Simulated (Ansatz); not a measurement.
**Ga4PN3 (ordering on zincblende) by several functionals**

All numbers come from Ansatz 0.2.0. Simulation only: non-magnetic, and no claim that this is the phase found in nature.

The cell is an ordered 8-atom cell of Ga4PN3 on the zincblende lattice (Pmm2); cell and atoms were relaxed with r2SCAN. The symmetry is Pmm2 (No. 25, orthorhombic); conventional cell a = 3.346 Å, b = 6.756 Å, c = 4.691 Å, 13.26 Å³ an atom. Around N lie 4 Ga at 1.99–2.01 Å; around Ga lie 3 N at 1.95–1.99 Å and 1 P at 2.28 Å; around N lie 4 Ga at 1.95–2.00 Å; around Ga lie 4 N at 2.00 Å; around P lie 4 Ga at 2.25–2.28 Å; around Ga lie 2 N at 2.01 Å and 2 P at 2.25 Å.

```
N Ga P
1.0
     3.34589    0.00000    0.00000
     0.00000    6.75637    0.00000
     0.00000    0.00000    4.69099
N Ga P
3 4 1
Direct
  0.00000 0.22985 0.00153
  0.50000 0.00000 0.50318
  0.00000 0.77015 0.00153
  0.50000 0.22033 0.77118
  0.00000 0.00000 0.26921
  0.50000 0.77967 0.77118
  0.00000 0.50000 0.18131
  0.50000 0.50000 0.50088
```

Relaxed lattice by functional, symmetry kept:
```csv
functional,k mesh,a (Å),b (Å),c (Å),volume (Å³/atom)
PBE,8×4×6,3.380,6.830,4.747,13.70
r2SCAN,8×4×6,3.346,6.756,4.691,13.26
```

Band edges at fixed r2SCAN geometry:
```tsv
level	k mesh	gap (eV)	kind	edges	least direct gap (eV)
PBE	8×4×6	none (overlap 0.06)	–	–	–
PBE+SOC	8×4×6	none (overlap 0.07)	–	–	–
r2SCAN	8×4×6	none (overlap 0.04)	–	–	–
HSE06	4×2×4	0.48	indirect	Y → Γ	0.53
```
All runs use a smearing of 0.02 eV.
Wave cutoffs: 420 eV, 500 eV (r2SCAN).
Points off the special ones are mesh points or PBE's searched band edges, reused at the other levels.

With HSE06 the valence top lies at Y and the conduction bottom at Γ, 0.48 eV higher; the smallest vertical gap, at Γ, is 0.53 eV. PBE+SOC gives no gap: the lowest nominally empty band dips 0.07 eV below the top of the last filled one (its bottom at Γ–X (0.10 of the way from Γ), the top at Y), so the cell is a metal or semimetal at this level.

The levels disagree on the kind of gap: indirect with HSE06; no gap with PBE, PBE+SOC, r2SCAN.

Only the levels marked +SOC include spin-orbit coupling.

The meshes of the hybrids are coarse, so their gaps aren't converged to the digits shown.
